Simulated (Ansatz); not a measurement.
## P: stationary points along a deformation path

All numbers below come from DFT r2SCAN, scalar-relativistic, plane waves, PAW in Ansatz 0.2.0. Settings: plane waves to 500 eV, k-mesh 20×20×20 (Γ-centred), Gaussian smearing 0.15 eV. No spin polarisation. Energies are free energies at this smearing, counted from the undisturbed cell; pressure is positive in compression.

The undisturbed cell (as given, not relaxed at this level; it stands at 1.6 GPa; this form isn't the usual structure):

```
P
1.0
    -1.69151    2.51517    1.85894
     1.69151   -2.51517    1.85894
     1.69151    2.51517   -1.85894
P
2
Cartesian
  0.0000 3.7727 0.1982
  1.6915 -1.2576 1.6607
```

At fixed volume and fractional coordinates, lengths along (0.000, 0.000, 1.000) are scaled against those across it; ρ is that ratio over its starting value. V = 15.817 Å³/atom. Δσ is the stress along the axis less the mean stress across it (compression positive).

```csv
ρ,ΔE (meV/atom),Δσ (GPa),space group
0.850,151.0,27.01,Imma
0.920,40.8,14.73,Imma
0.960,9.9,7.31,Imma
1.000,0.0,0.07,Imma
1.100,43.0,-12.51,Imma
1.200,135.8,-19.58,Imma
```

How does the stress give the slope of the energy, and where is the energy stationary?

Along the path d ln(length) is 2/3 d ln ρ on the axis and −1/3 d ln ρ across it, so dE/d ln ρ = −(2/3) V Δσ: the energy falls with ρ where Δσ is positive. Δσ vanishes or changes sign between ρ = 1.000 and 1.100, a minimum (near 1.00 by linear interpolation). Pairs of stationary points between two samples would go unseen, and could change a minimum read from distant neighbours into a maximum.

Integrate that slope from ρ = 1 to 1.200 by the trapezoid rule.

With V/N in Å³ and 1 eV/Å³ = 160.2 GPa the slopes at ρ = 1.000, 1.100, 1.200 are -5, 823, 1289 meV/atom per unit of ln ρ. The steps add 39.0 + 91.9 = 130.9 meV/atom, against 135.8 from the energies; the trapezoid rule misses the curvature of the slope within each step.

Forces appear on the atoms along this scan, and letting them relax would lower the energy and soften the response. In a metal these slopes depend on the k mesh and the smearing.

Cost: 6 runs of about 5.7 core-minutes in all, on Intel Xeon Platinum 8259CL (Skylake/Cascade Lake) (shared hosts).